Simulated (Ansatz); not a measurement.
# Si₂Cl: start and end of a relaxation

The guess for Si₂Cl was made by a generator: close-packed anion layers stacked A, repeated with a shift to B, with sites between them filled layer by layer (R-3m, No. 166) (elements of the layers in order: Cl). Lengths were set from tabulated atomic sizes, so they are only a guess.

start.cif

```cif
data_structure
_symmetry_space_group_name_H-M 'R-3m:H'
_symmetry_Int_Tables_number 166
_cell_length_a 4.0810
_cell_length_b 4.0810
_cell_length_c 10.0718
_cell_angle_alpha 90.000
_cell_angle_beta 90.000
_cell_angle_gamma 120.000
_cell_volume 145.27
loop_
_atom_site_label
_atom_site_type_symbol
_atom_site_symmetry_multiplicity
_atom_site_Wyckoff_symbol
_atom_site_fract_x
_atom_site_fract_y
_atom_site_fract_z
_atom_site_occupancy
Si1 Si 6 c 0.00000 0.00000 0.24876 1
Cl1 Cl 3 a 0.00000 0.00000 0.00000 1
```

Method: DFT PBE, scalar-relativistic, plane waves, PAW in Ansatz. Cutoff 420 eV, Gaussian smearing, Γ-centred meshes. Cell and atoms relax first on a coarse mesh and then on a finer one. In between, the cell is made exact in the group found at 0.06 Å. In metals the finer mesh still leaves noise of several meV/atom or more. The steps can't lower the symmetry of their start. No spin polarisation.

end.cif

```cif
data_structure
_symmetry_space_group_name_H-M 'R-3m:H'
_symmetry_Int_Tables_number 166
_cell_length_a 3.8808
_cell_length_b 3.8808
_cell_length_c 16.5011
_cell_angle_alpha 90.000
_cell_angle_beta 90.000
_cell_angle_gamma 120.000
_cell_volume 215.22
loop_
_atom_site_label
_atom_site_type_symbol
_atom_site_symmetry_multiplicity
_atom_site_Wyckoff_symbol
_atom_site_fract_x
_atom_site_fract_y
_atom_site_fract_z
_atom_site_occupancy
Si1 Si 6 c 0.33333 0.66667 0.81244 1
Cl1 Cl 3 a 0.00000 0.00000 0.00000 1
```

The symmetry stays R-3m (No. 166). The volume per atom grows by 48.2 %, from 16.1 to 23.9 Å³. The shortest distance goes from 2.51 Å (Si–Cl) to 2.34 Å (Si–Si). The ratio c/a of the conventional cell changes by a factor of 1.72. The energy falls by about 1.5 eV/atom (the start's value is from the coarse mesh).

```yaml
Volume_per_atom: 23.91 Å³
Density: 2.12 g/cm³
Energy_over_the_elements: −0.10 eV/atom
Gap_on_the_15×15×15_mesh_of_the_3-atom_cell: 0 eV (a metal)
```

Energies over the elements count from the elements' standard structures at the same level (Cl₂ as a molecule), with no fitted energy shifts. It lies below the elements, which doesn't yet make it stable against other compounds or structures.

The last run used Gaussian smearing of 0.10 eV. An odd number of electrons in the primitive cell allows no gap without spin; a larger cell or a magnetic state could open one. The cell is a metal run without spin; a magnetic state may lie lower. Symmetry constrained the relaxation, so the result can be a saddle point. In all, the 3 runs took 91 s on 1 thread of Arm Neoverse V1, on a shared host.
